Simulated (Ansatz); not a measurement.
What DFT gives for K2Zn6Ge3

```xyz
11
Lattice="3.8800 6.7204 0.0000 -3.8800 6.7204 0.0000 0.0000 0.0000 4.1177" Properties=species:S:1:pos:R:3 pbc="T T T"
K    -0.0004    4.4805    0.0000
K     0.0004    8.9603    0.0000
Zn    1.6513    6.7204    2.0588
Zn    1.1143    1.9301    2.0588
Zn   -2.7657    4.7903    2.0588
Ge   -0.8761    6.7204    2.0588
Ge    2.3781    4.1190    2.0588
Ge   -1.5020    2.6015    2.0588
Zn   -2.3932    6.7204    0.0000
Zn    3.1366    5.4328    0.0000
Zn   -0.7434    1.2876    0.0000
```

Single point in Ansatz 0.2.0 with r2SCAN, no spin polarisation. Cutoff 500 eV, PAW datasets, 4×4×6 Γ-centred k mesh, methfessel-paxton filling (width 0.1337 eV).

**Question.** What is the formation energy?

**Answer.** -0.03 eV an atom against the elements' usual phases (free molecules for gases, crystals otherwise, with no correction for O₂ or N₂), too near zero to call. Relaxing would lower it.

**Question.** Is the cell too large or too small?

**Answer.** The pressure is 1.1 GPa (compression positive), so with the atoms held at these fractions the cell would first expand; the forces are large, so a full relaxation may end otherwise.

**Question.** Which atom feels the largest force, and which way?

**Answer.** The largest is on Ge6 (and as large on other atoms): 1.52 eV/Å, components (-1.52, 0.00, 0.00). It makes 180° with the line to a nearest neighbour, Zn3 at 2.53 Å, pointing away from it.

**Question.** Describe some of the short contacts.

**Answer.** Zn–Ge at 2.53 Å: least valence density 0.36 e/Å³ and ELF 0.48 there. Zn–Zn at 2.58 Å: least valence density 0.27 e/Å³ and ELF 0.35 there. K–Ge at 3.17 Å: least valence density 0.10 e/Å³ and ELF 0.06 there. Both are smooth PAW fields, read partly inside the augmentation spheres.

**Question.** What happens at the Fermi level?

**Answer.** It is a metal, with about 3.6 states/eV a cell as the mean within 0.25 eV of the Fermi level.

Origin: a known structure type with other elements, at an estimated volume, so it need not be a known compound. Caveats: atoms or cell far from equilibrium.
